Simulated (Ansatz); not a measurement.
## Relaxing gallium (A15)

The calculation used DFT, r2SCAN, plane waves (500 eV) with PAW, scalar-relativistic (Ansatz 0.2.0). The PAW files were generated under PBE, with cores re-solved for the functional.

k-point mesh 5×5×5, Fermi-Dirac smearing 0.1 eV, no spin polarisation. Cell and atoms relax.

Starting structure:

```yaml
crystal:
  lattice:
    - [5.3919379051, 0.0, 0.0]
    - [0.0, 5.3919379051, 0.0]
    - [0.0, 0.0, 5.3919379051]
  atoms:
    - { symbol: Ga, position: [0.0, 0.0, 0.0] }
    - { symbol: Ga, position: [0.5, 0.5, 0.5] }
    - { symbol: Ga, position: [0.25, 0.0, 0.5] }
    - { symbol: Ga, position: [0.75, 0.0, 0.5] }
    - { symbol: Ga, position: [0.5, 0.25, 0.0] }
    - { symbol: Ga, position: [0.5, 0.75, 0.0] }
    - { symbol: Ga, position: [0.0, 0.5, 0.25] }
    - { symbol: Ga, position: [0.0, 0.5, 0.75] }
hamiltonian:
  xc: r2scan
  pseudopotentials:
    kind: paw
    azcp:
      Ga: "pseudopotentials/Ga.paw.azcp"
basis:
  ecutwfc: 500
  fft_grid_basis: typed
kpoints:
  mp_grid: { grid: [5, 5, 5], shift: [0, 0, 0] }
magnetization:
  spin_polarized: false
scf:
  occupations: { method: fermi_dirac, width: 0.1 }
relax:
  max_steps: 60
  f_tol: 0.01
  cell: {}
```

The pressure at the start is -2.9 GPa. By how much does the volume change?

From 19.59 to 18.43 Å³ per atom, -6.0 %. The final cell has a = 5.283 Å.

How much energy does the relaxation gain?

11.3 meV per atom.
